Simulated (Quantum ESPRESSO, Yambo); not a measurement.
K₂MgH₄ (space group I4/mmm, No. 139): one geometry, one set of norm-conserving PBEsol (Quantum ESPRESSO, 84 Ry, without SOC) orbitals, self-energies from Yambo (4×4×4 Γ-centred k mesh, bands 5 to 113 and a 6 Ry block in the screening, 113 bands in G with the Bruneval-Gonze terminator, plasmon pole fitted at 27.2 eV).

| level | gap Γ → (0, 0, 0.25) (eV) | direct gap at (0.25, -0.25, 0.25) (eV) |
|---|---|---|
| PBEsol (Quantum ESPRESSO) | 3.33 | 3.68 |
| exchange only (Hartree-Fock self-energy on PBEsol orbitals) | 10.72 | 11.20 |
| static COHSEX@PBEsol | ? | ? |
| G0W0@PBEsol, plasmon pole | ? | ? |

Question: Some entries are withheld; supply them.

Answer: 
- static COHSEX@PBEsol, gap Γ → (0, 0, 0.25) (eV): 6.48
- static COHSEX@PBEsol, direct gap at (0.25, -0.25, 0.25) (eV): 6.90
- G0W0@PBEsol, plasmon pole, gap Γ → (0, 0, 0.25) (eV): 5.50
- G0W0@PBEsol, plasmon pole, direct gap at (0.25, -0.25, 0.25) (eV): 6.00

Bare exchange has no screening and gives the widest gap; static COHSEX screens it but leaves out the frequency dependence, which G0W0 restores.

Convergence of the G0W0 settings was not tested.

Geometry of the Materials Project entry, not relaxed at this level; primitive cell a = b = c = 7.3455 Å, α = β = 148.33°, γ = 45.40°.
